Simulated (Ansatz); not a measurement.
A distorted cell of MoS₂ (3R-MoS2 type, space group R3m):

```yaml
crystal:
  lattice:
    - [1.55780, 0.89940, 5.78545]
    - [-1.55780, 0.89940, 5.78545]
    - [0.00000, -1.79879, 5.78545]
  atoms:
    - { symbol: Mo, position: [0.00004, 0.00004, 0.00004] }
    - { symbol: S, position: [0.75647, 0.75647, 0.75647] }
    - { symbol: S, position: [0.38421, 0.76937, 0.57679] }
```

Computed with PBEsol-D3(BJ) (plane waves to 420 eV, PAW, scalar-relativistic; Ansatz, a program for electronic structure). k mesh 10×10×10 (Γ-centred), Fermi-Dirac smearing 0.05 eV. The energy includes the smearing's −TS. Compression counts positive. As the smearing reaches across the gap at some points, energies and forces of such displacements shift with the k mesh and the smearing. MoS2 is run without spin polarisation. MoS2 was relaxed with its symmetry unable to fall. This is one of several known forms of MoS2; the measured ambient cells at hand have space group No. 194.

### Question
Predict the force on every atom, in eV/Å.

### Answer
```tsv
atom	Fx	Fy	Fz
Mo1	-5.113	-1.697	4.147
S2	-0.024	-0.536	0.043
S3	5.137	2.233	-4.190
```

### Question
What is the stress tensor (GPa)?

### Answer
```
    5.1      7.4    -23.8
    7.4      9.2    -13.1
  -23.8    -13.1     22.3
```
The pressure, a third of the trace, is 12.2 GPa.

### Question
In it atom 3 sits (-0.600, 0.000, 0.000) Å away from its relaxed site. What is its energy relative to the relaxed cell?

### Answer
1746 meV/cell.

(A displaced cell: forces are minus the slopes of the energy, force constants its curvatures, and phonons follow from these.)
